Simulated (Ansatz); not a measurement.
Calculation for SnPt₃: DFT, PBEsol, all-electron PAW with datasets made for the crystal, scalar-relativistic (Ansatz 0.2.0).

The cell comes from a relaxation on PAW files under the same functional, begun from a database entry that needn't be the ground state.

Command: `ansatz run input.yaml --threads 1 --pin off --max-ram 3072MiB --backend cpu --events-out ev --progress --plain --runs-dir out` It took 15 s on 1 thread of Arm Neoverse V2, with other jobs on the host, peak memory 0.69 GiB.

```yaml
crystal:
  lattice:
    - [4.0066311526, 0.0, 0.0]
    - [0.0, 4.0066311526, 0.0]
    - [0.0, 0.0, 4.0066311526]
  atoms:
    - { symbol: Sn, position: [0.0, 0.0, 0.0] }
    - { symbol: Pt, position: [0.0, 0.5, 0.5] }
    - { symbol: Pt, position: [0.5, 0.0, 0.5] }
    - { symbol: Pt, position: [0.5, 0.5, 0.0] }
kpoints:
  mp_grid: { grid: [9, 9, 9] }
scf:
  occupations: { method: fermi_dirac, width: 0.05 }
hamiltonian:
  xc: pbesol
  pseudopotentials: { kind: all_electron, datasets: crystal }
output:
  forces: true
  stress: true
  eigenvalues: true
  efg: { contact_densities: true }
```

Output:

```
hamiltonian.pseudopotentials.datasets: crystal makes datasets for this crystal and solves the spheres of its atoms anew in each pass: cutoff 260.0 eV, the density's 1040.0 eV; for an error of 0.50 meV an atom under PBE, 2.0 meV for the cell; an energy difference from a run of another recipe may be off by several times the error for the cell, under r2SCAN by more, where some 0.1 meV an atom stays at smaller errors; Sn in spheres of 1.376 Å, 14 of its electrons in bands; Pt in spheres of 1.376 Å, 10 of its electrons in bands, 8 on its site; only band paths and densities of states list, in semicore columns, the levels of the semicore shells that are solved separately: 5s of Pt, 5p of Pt
band count auto-derived: 28 (N_el = 44.0; filled up to band 22; 27 by the electrons, moments and atoms)
Sn, Pt: output.efg is read without spin–orbit coupling, which moves field gradients at and beside such atoms by some per cent and up to a factor of two; PAW files take it under magnetization.noncollinear and magnetization.spin_orbit
Engine: ansatz 0.2.0
Pseudopotentials: kind: all_electron
Pseudopotential: Sn, paw, valence charge 14, recommended cutoff 260 eV (normal), crystal/all_electron/pbesol/scalar/gaussian/Sn, Koelling and Harmon's equation, gaussian nucleus
Pseudopotential: Pt, paw, valence charge 18, recommended cutoff 260 eV (normal), crystal/all_electron/pbesol/scalar/gaussian/Pt, Koelling and Harmon's equation, gaussian nucleus
Functional definition: PBEsol
  exchange = pbesol_x
  correlation = pbesol_c
Crystal: 4 atoms, lattice volume = 64.319 Å³
Basis set: ecut = 260 eV, 619 PW (Γ), exchange–correlation on 48×48×48 points (8 copies of the dense FFT grid, shifted against one another)
Bands: 28, of which v1, the nominal top of the filled ones, is band 22 counted from 1 (21 counted from 0)
Symmetry: 48 space group operations
Space group: Pm-3m (ITA 221), of the structure as read, at distance tolerance 4.0e-5 Å
k-points: 35 of 729
Non-local potential: Sn, projectors of the file, l = 0: 1, l = 1: 1, l = 2: 2
Non-local potential: Pt, projectors of the file, l = 0: 1, l = 1: 1, l = 2: 2
PAW form: soft (Blöchl's): semilocal exchange-correlation on the pseudo side does not see the compensation charge
PAW one-centre angular grid: Sn, 590 points (default); XC on its mesh's 1863 points in the sphere
PAW one-centre angular grid: Pt, 590 points (default); XC on its mesh's 1817 points in the sphere
Initial density: superposition of atomic densities (neutral atoms: chi_scale 0, normalization atom)
Initial wavefunctions: pseudopotential atomic-orbital guess
Functional: x = pbesol(κ = 0.804, μ = 0.12345679012345678), c = pbesol(β = 0.046)
iter 1 solved again at ethr=1.05e-2 eV; its pass at ethr=1.00e-1 eV (dr2=4.63e0 eV) is discarded
SCF iter   1: F=—  HF=-1670472.181514 eV  |F-HF|=—  |Δ(HF+E_count)|=         —  Δρ=8.70e-2  dr2=4.91e0  ethr=1.05e-2  ⟨swp⟩=2.6  Hψ=5011  notcnv=0
preconditioner: auto → Kerker (q_TF=auto, 2.561 Å⁻¹)  [metal: Δε(μ)=0.046 eV  Ē_g=11.841 eV  σ=0.050 eV  W_gap=0.22  n_scr=18 (ndim 8)  ℏωp=30.7 eV  f_vac=0.000  D(μ)=1.89/eV (n_scr^D=18)]
SCF iter   2: F=—  HF=-1670471.511944 eV  |F-HF|=—  |Δ(HF+E_count)|=   6.70e-1  Δρ=4.78e-2  dr2=1.50e0  ethr=1.05e-2  ⟨swp⟩=2.0  Hψ=1960  notcnv=0
iter 3 solved again at ethr=2.93e-4 eV; its pass at ethr=3.41e-3 eV (dr2=1.29e-1 eV) is discarded
SCF iter   3: F=—  HF=-1670470.987195 eV  |F-HF|=—  |Δ(HF+E_count)|=   5.25e-1  Δρ=1.29e-2  dr2=1.32e-1  ethr=2.93e-4  ⟨swp⟩=2.2  Hψ=4731  notcnv=0  defer=2
SCF iter   4: F=—  HF=-1670471.057809 eV  |F-HF|=—  |Δ(HF+E_count)|=   7.06e-2  Δρ=3.97e-3  dr2=1.77e-2  ethr=2.93e-4  ⟨swp⟩=3.3  Hψ=2243  notcnv=0
SCF iter   5: F=—  HF=-1670471.058087 eV  |F-HF|=—  |Δ(HF+E_count)|=   2.78e-4  Δρ=1.03e-3  dr2=1.25e-3  ethr=4.02e-5  ⟨swp⟩=3.1  Hψ=2011  notcnv=0
SCF iter   6: F=—  HF=-1670471.057571 eV  |F-HF|=—  |Δ(HF+E_count)|=   5.16e-4  Δρ=4.30e-4  dr2=2.39e-4  ethr=2.84e-6  ⟨swp⟩=2.3  Hψ=2145  notcnv=0
SCF iter   7: F=—  HF=-1670471.057481 eV  |F-HF|=—  |Δ(HF+E_count)|=   8.99e-5  Δρ=1.91e-4  dr2=2.26e-5  ethr=5.44e-7  ⟨swp⟩=3.0  Hψ=2173  notcnv=0
SCF iter   8: F=—  HF=-1670471.057474 eV  |F-HF|=—  |Δ(HF+E_count)|=   7.90e-6  Δρ=3.51e-5  dr2=5.45e-7  ethr=5.14e-8  ⟨swp⟩=2.6  Hψ=1800  notcnv=0
SCF iter   9: F=—  HF=-1670471.057473 eV  |F-HF|=—  |Δ(HF+E_count)|=   1.65e-7  Δρ=1.76e-5  dr2=2.33e-7  ethr=1.24e-9  ⟨swp⟩=3.0  Hψ=2365  notcnv=0
SCF iter  10: F=-1670471.057473 eV  HF=-1670471.057473 eV  |F-HF|=1.77e-8  |Δ(HF+E_count)|=   1.35e-7  Δρ=6.06e-6  dr2=2.86e-8  ethr=5.29e-10  ⟨swp⟩=2.0  Hψ=1765  notcnv=0
SCF 1 converged in 10 iterations: F = -1670471.057508 eV  dr2 = 2.86e-8
  Residual-converged pass: ⟨swp⟩=3.0  Hψ=2212  notcnv=0  max |occ|·‖R‖ = 6.6e-6 eV (tolerance 6.7e-6 eV)  dr2=2.74e-8  dr2_onsite=1.36e-8  max |Δocc| = 1.2e-10
  greatest PAW one-centre occupation: 0.991 electrons in one spin orbital (limit 2), on the Sn atom at site 0 (counted from 0), in its partial waves of l = 2
SCF converged after 10 iterations
Free energy (F): -1670471.057508 eV
Harris-Foulkes:  -1670471.057508 eV  (|F-HF|=1.77e-8)
Internal energy: -1670471.047879 eV  (E = F + TS)
E sigma→0 (E₀):  -1670471.052693 eV
Entropy (-TS):   -0.009629 eV (-2.407 meV/atom)
Past the cutoff: the bands carry plane waves up to 1.75 times it, of which those up to 1.5 times it add -0.000467 eV an atom, each by itself; the spheres take 0.000515 eV an atom off the energy for waves past 1.75 times it
By the cutoff:   a pressure is off by up to 0.011 GPa (1.2 times the spheres' own share and the shells' term, over an atom's volume, and 0.004 GPa: a bound that held against runs at twice the plane waves)
Past the cutoffs: a stress includes 0.0026 GPa for waves and charges beyond them, in addition to the slope of what the spheres take
In the spheres:  the bands' charges fall short by 1.1e-6 e at most (sound up to 1e-3), those of shells solved beside the bands by 5.0e-7 e (sound up to 5e-4)
Fermi energy:    26.547197 eV
--- Per-component energies (eV) ---
  E_band       = 811.811581
  E_kinetic    = 607.313187
  E_local      = -3992.434012  (includes V_loc(G=0)·N_el)
  E_nonlocal   = 799.104933
  E_hartree    = 2221.963459
  E_xc         = -303.309563
  E_vxc        = -355.775655  (∫ρ·V_xc dr)
  E_paw        = -1680564.307306  (= ΣΔE_a)
  E_vpaw       = -21023.709437  (= ΣTr[D̂ρ^β])
  E_ewald      = -9572.778452
  E_smearing   = -0.009629  (= −TS)
  E_closure    = 20333.399875  (closes the sum)
  Σ components = -1670471.057508   (vs F -1670471.057508, Δ=0.00e0)
  The terms above E_closure are by the made datasets' own strengths, without shells solved beside the bands.
--- Forces (eV/Å), atoms counted from 1 ---
  atom   1  Sn    -0.00000000    -0.00000000    -0.00000000
  atom   2  Pt     0.00000000    -0.00000000    -0.00000000
  atom   3  Pt     0.00000000    -0.00000000    -0.00000000
  atom   4  Pt    -0.00000000    -0.00000000     0.00000000
  max |Σ_I F_I| component: 1.95e-29 eV/Å
--- Stress (GPa, compression-positive) ---
       -0.059125      -0.000000       0.000000
        0.000000      -0.059125       0.000000
       -0.000000       0.000000      -0.059125
  P = ⅓ Tr σ = -0.0591 GPa (-0.591 kbar)
  It holds what live shells' own plane waves past their cutoff add
--- PAW observables at the nuclei: V_zz in 10²¹ V/m², potentials from the cell's mean, atoms counted from 1 ---
  atom   1  Sn V_zz =    +0.000000   η = 0.0000   by run symmetry: forbidden
            electrostatic potential = -8184.825987 V   contact ρ = 1234437.805749 e/Å³
  atom   2  Pt V_zz =   -16.309583   η = 0.0000   by run symmetry: allowed
            electrostatic potential = -16124.072141 V   contact ρ = 12062125.334476 e/Å³
  atom   3  Pt V_zz =   -16.309583   η = 0.0000   by run symmetry: allowed
            electrostatic potential = -16124.072139 V   contact ρ = 12062125.334439 e/Å³
  atom   4  Pt V_zz =   -16.309583   η = 0.0000   by run symmetry: allowed
            electrostatic potential = -16124.072140 V   contact ρ = 12062125.334456 e/Å³
--- Band table (eV; the first three rows and the last of 35) ---
  k-point 0: bands = ["4.6197", "4.6197", "4.6350", "4.6350", "4.6350", "14.5000", "19.3716", "20.7772", "20.7772", "20.8682", "20.8682", "20.8682", "23.9094", "23.9094", "23.9094", "25.2398", "25.2398", "25.2398", "25.2930", "25.2930", "26.1298", "26.6673", "26.6673", "26.6673", "29.4378"]
  k-point 1: bands = ["4.6217", "4.6248", "4.6353", "4.6368", "4.6368", "14.6392", "19.4596", "20.6640", "20.8980", "20.9020", "20.9087", "20.9087", "23.6011", "23.6011", "23.8443", "24.5637", "25.2856", "25.3033", "25.3210", "25.3210", "25.9951", "26.6677", "26.8988", "26.8988", "29.7347"]
  k-point 2: bands = ["4.6265", "4.6361", "4.6378", "4.6414", "4.6414", "15.0476", "19.6115", "20.3329", "20.9940", "21.0089", "21.0089", "21.2462", "23.1501", "23.1501", "23.6744", "23.6854", "24.9594", "25.0454", "25.0454", "25.2214", "25.6469", "26.6687", "27.7440", "27.7440", "29.4522"]
  k-point 34: bands = ["4.6205", "4.6205", "4.6207", "4.6800", "4.6800", "16.9393", "20.0179", "20.2195", "20.2195", "22.4739", "22.4739", "22.5468", "22.6414", "22.8246", "22.8246", "24.0166", "24.0166", "24.0620", "24.5376", "24.5376", "25.5443", "26.2220", "26.2600", "26.2600", "27.6599"]
```

Spin–orbit coupling is left out, which matters for the heavy atoms.
